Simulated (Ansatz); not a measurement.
# K: energy along a strain

K, Im-3m, a = 5.236 Å (as given, not relaxed at this level: 0.0 GPa). Ansatz: PBEsol, PAW, 420 eV, Γ-centred 14×14×14 mesh on 1 atom, Gaussian smearing 0.15 eV; no spin polarisation. Cell vectors (Å): -2.618 2.618 2.618; 2.618 -2.618 2.618; 2.618 2.618 -2.618. The cell is strained by x per cent times the pattern (0 1 0 0 0 0) in the order xx yy zz yz xz xy (engineering shears), with fractional coordinates held. y is the free energy over the start, V0 = 71.774 Å³/atom.

| x (%) | y (meV/atom) |
| --- | --- |
| -2.00 | ? |
| -1.50 | -0.07 |
| -1.00 | -0.10 |
| -0.50 | -0.07 |
| 0.00 | 0.00 |
| 0.50 | 0.12 |
| 1.00 | 0.28 |
| 1.50 | 0.49 |
| 1.75 | 0.60 |
| 2.00 | 0.73 |

Fit y = c1 x + c2 x² + c3 x³ to the other rows, get the stiffness along the pattern, and predict the missing energy.

Least squares on the rows shown. y = 0.1931 x + 0.09234 x² − 0.003281 x³. The clamped-ion stiffness p·C·p = 2 × 0.9234 eV × 160.2 / 71.774 Å³ = 4.1 GPa, which is C22 in these axes (C11 of the cubic crystal); c1 is there for the stress left in the start, which by itself gives a slope of 0.19 meV/atom per %. At x = -2.00 the fit asked for gives 0.01 meV/atom. The run gave 0.01 meV/atom, the same to the digits shown.